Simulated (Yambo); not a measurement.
## Optical response of PdCu

```
PdCu
1.0
    2.98042     0.00000     0.00000
    0.00000     2.98042     0.00000
    0.00000     0.00000     2.98042
Cu Pd
1 1
Cartesian
  0.00000   0.00000   0.00000
  1.49021   1.49021   1.49021
```

Yambo, RPA with local fields on PBEsol bands; 18×18×18 mesh, 48 bands, 4 Ry local-field block, 0.25 eV broadening; field along x.

```
E (eV)  Im ε  Im ε, independent particles
------  ----  ---------------------------
0.6     23.6                         23.7
1.2     20.7                         20.8
1.9     19.6                         19.7
2.5     11.3                         11.4
3.1     8.56                         8.57
3.8     6.84                         6.85
4.4     5.42                         5.46
5.0     5.23                         5.26
5.6     4.87                         4.88
6.2     3.68                         3.68
6.9     3.07                         3.08
7.5     2.66                         2.68
8.1     3.03                         3.08
8.8     3.33                         3.40
9.4     3.36                         3.43
10.0    3.04                         3.14
10.6    3.01                         3.12
11.2    2.84                         2.95
11.9    2.48                         2.57
12.5    2.18                         2.27
13.1    2.00                         2.09
13.8    1.84                         1.92
14.4    1.82                         1.95
15.0    1.66                         1.79
15.6    1.60                         1.75
16.2    1.59                         1.79
16.9    1.77                         2.05
17.5    1.81                         2.06
18.1    1.68                         1.88
18.8    1.53                         1.71
19.4    1.41                         1.58
20.0    1.48                         1.65
```

Only interband transitions are included: the Drude term is missing, so nothing below about 0.6 eV and no real part is shown. Peak heights and small wiggles depend on the k mesh.

Spin-orbit coupling is not included.

Geometry of the Materials Project entry, not relaxed at this level.
